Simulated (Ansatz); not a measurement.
## Si3N4 — 14N nuclear quadrupole resonance

Cell: a structure deposited in the COD, ions relaxed with PBE at fixed cell.

Space group P6_3/m (No. 176); a = 7.6272, c = 2.9182 Å, γ = 120.00°.

```csv
site,Wyckoff,site symmetry,x,y,z
Si,6h,m..,0.1743,0.7682,0.2500
N7,2c,-6..,0.3333,0.6667,0.2500
N9,6h,m..,0.3297,0.0302,0.2500
```

One atom of each set is listed.

Level of theory: DFT, PBE, plane waves and PAW, scalar-relativistic, 420 eV cutoff, Γ-centred 4×4×9 k-points, Fermi–Dirac smearing 0.02 eV (Ansatz 0.2.0).

14N: I = 1, Q = 20.44 mb (year-2017 value). Static lattice, zero field.

(1) Predict the zero-field 14N lines of each site.

## Answers

(1) For I = 1 the lines are ν± = (3/4)|C_Q|(1 ± η/3) and ν₀ = |C_Q|η/2.

```
site  atoms  V_zz (10²¹ V/m²)  C_Q (MHz)     η  line frequencies (MHz)
  N7      2             -4.98      -2.46  0.00                    1.85
  N9      6             -5.04      -2.49  0.08      0.0952, 1.82, 1.92
```

An axis of threefold or higher order runs through N7, so V_zz lies along it and η is zero. At N9 V_zz stands upright on the plane through its three neighbours (within 3°).
